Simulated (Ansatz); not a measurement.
**From three elastic constants to directional properties of Na$_{3}$SBr**

The calculation used DFT PBEsol, scalar-relativistic, plane waves, PAW (Ansatz). Cutoff 420 eV, 6×6×6 k-points (Γ-centred), fixed occupations. No spin polarisation.

The cell is fixed (symmetry leaves no force on the atoms) and stands under 0.0 GPa:
```cif
data_structure
_symmetry_space_group_name_H-M 'Pm-3m'
_symmetry_Int_Tables_number 221
_cell_length_a 5.1962
_cell_length_b 5.1962
_cell_length_c 5.1962
_cell_angle_alpha 90.000
_cell_angle_beta 90.000
_cell_angle_gamma 90.000
_cell_volume 140.30
loop_
_atom_site_label
_atom_site_type_symbol
_atom_site_symmetry_multiplicity
_atom_site_Wyckoff_symbol
_atom_site_fract_x
_atom_site_fract_y
_atom_site_fract_z
_atom_site_occupancy
Br1 Br 1 a 0.00000 0.00000 0.00000 1
S1 S 1 b 0.50000 0.50000 0.50000 1
Na1 Na 3 c 0.50000 0.50000 0.00000 1
```

The cell is the ideal cubic antiperovskite prototype; whether it is the stable structure of this composition wasn't checked.

With ions relaxed, on the cubic axes: C11 = 51.2, C12 = 5.3, C44 = 6.8 GPa. The density is 2.141 g/cm³. Zone-centre modes weren't checked beside this run.

Question: Is the crystal stable against strain, and how anisotropic is it?

Answer: Born's conditions hold: C11 + 2C12 = 61.7, C11 − C12 = 45.9 and C44 = 6.8 GPa are all positive. B = (C11 + 2C12)/3 = 20.6 GPa. The two shear moduli are C44 and C′ = (C11 − C12)/2 = 23.0 GPa, so Zener's ratio is A = C44/C′ = 0.30: the shear C44 is the soft one, as in NaCl, KCl, the halide perovskites and the bcc metals V, Nb, Cr and Mo. The Cauchy pressure C12 − C44 is -1.5 GPa; it would vanish for pair forces between atoms on inversion centres at zero pressure, and a negative value is usual with directional bonding, though many-body forces give one in some ionic oxides too.

Question: Give the sound speeds along the three symmetry directions.

Answer: The Christoffel equation gives ρv² for each branch:
```
direction branch                    ρv²   GPa v (m/s)
    [100]              L                    C11  51.2     4889
    [100]         T (×2) C44   6.8     1782
    [110]              L   (C11 + C12 + 2C44)/2  35.0     4044
    [110]   T, u ∥ [001]                    C44   6.8     1782
    [110]  T, u ∥ [1-10]          (C11 − C12)/2  23.0     3274
    [111]              L  (C11 + 2C12 + 4C44)/3  29.6     3720
    [111]         T (×2) (C11 − C12 + C44)/3  17.6     2865
```

Question: How does Young's modulus depend on direction?

Answer: Inverting gives S11 = 19.920, S12 = -1.857, S44 = 147.059 TPa⁻¹. Along a unit vector (l, m, n), 1/E = S11 − 2(S11 − S12 − S44/2)(l²m² + m²n² + n²l²), where the last bracket is 0, 1/4 and 1/3 for [100], [110] and [111]: E = 50, 22 and 18 GPa. With A < 1 the cube edge is stiffest. For a film on (001), the biaxial modulus is C11 + C12 − 2C12²/C11 = 55 GPa and the normal strain is −2C12/C11 = -0.21 times the in-plane one.

Cost: 1 run of about 0.36 core-minutes, on Intel Xeon 6975P-C (Granite Rapids) (shared hosts).